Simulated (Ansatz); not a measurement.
SnSe: an elastic constant from a strain scan

The calculation used Ansatz 0.2.0, DFT LDA, scalar-relativistic, plane waves, PAW. The runs took a 420 eV cutoff, a Γ-centred 8×8×8 mesh and Gaussian smearing (0.05 eV). No spin polarisation. Energies are free energies at this smearing, counted from the undisturbed cell; pressure is positive in compression.

Zero of the scan (relaxed at this level; this rock-salt form isn't the usual structure):

```yaml
crystal:
  lattice:
    - [0.00000, 2.94665, 2.94665]
    - [2.94665, 0.00000, 2.94665]
    - [2.94665, 2.94665, 0.00000]
  atoms:
    - { symbol: Sn, position: [0.00000, 0.00000, 0.00000] }
    - { symbol: Se, position: [0.50000, 0.50000, 0.50000] }
```

The cell is strained by ε times the Voigt pattern (1, -1, 0, 0, 0, 0) (xx, yy, zz, yz, xz, xy; engineering shear) with fractional coordinates fixed. The cell holds 2 atoms in V0 = 51.17 Å³. The stress column is τ = (1/V0) dE/dε, got from the stress tensor σ (compression positive) at each point as −det(1 + εP) σ : P(1 + εP)⁻¹, with P the pattern as a tensor.

| ε | ΔE (meV/atom) | τ (GPa) |
| --- | --- | --- |
| -0.0350 | 28.551 | -10.306 |
| -0.0300 | 20.928 | -8.794 |
| -0.0250 | 14.503 | -7.299 |
| -0.0200 | 9.265 | -5.821 |
| -0.0150 | 5.206 | -4.354 |
| -0.0100 | 2.313 | -2.897 |
| -0.0050 | 0.577 | -1.447 |
| 0.0000 | 0.000 | 0.000 |
| 0.0050 | 0.577 | 1.447 |
| 0.0100 | 2.313 | 2.897 |
| 0.0150 | 5.206 | 4.354 |
| 0.0200 | 9.265 | 5.821 |
| 0.0250 | 14.503 | 7.299 |
| 0.0300 | 20.928 | 8.794 |
| 0.0350 | 28.551 | 10.306 |
| 0.0400 | ? | ? |

**Question.** Which combination of elastic constants does this scan measure, and how large is it?

**Answer.** For small ε, τ = τ0 + Kε with K = pᵀCp, which for this pattern is 2(C11 − C12) in the cubic axes. The parabola through τ at ε = -0.0050, 0 and 0.0050 has slope K = 289 GPa at zero. The energies per cell, E = NΔE, of the same two points give K = 2[E(ε₊)/ε₊ − E(ε₋)/ε₋]/[(ε₊ − ε₋)V0] = 289 GPa, in agreement.

**Question.** Predict the withheld row at ε = 0.0400 from the harmonic law, and compare.

**Answer.** ΔE = V0(τ0 ε + Kε²/2)/N = 36.974 meV/atom and τ = 11.58 GPa. The calculation gives 37.390 meV/atom and 11.84 GPa, a miss of 1.1 % of the harmonic energy, so the harmonic law still holds here.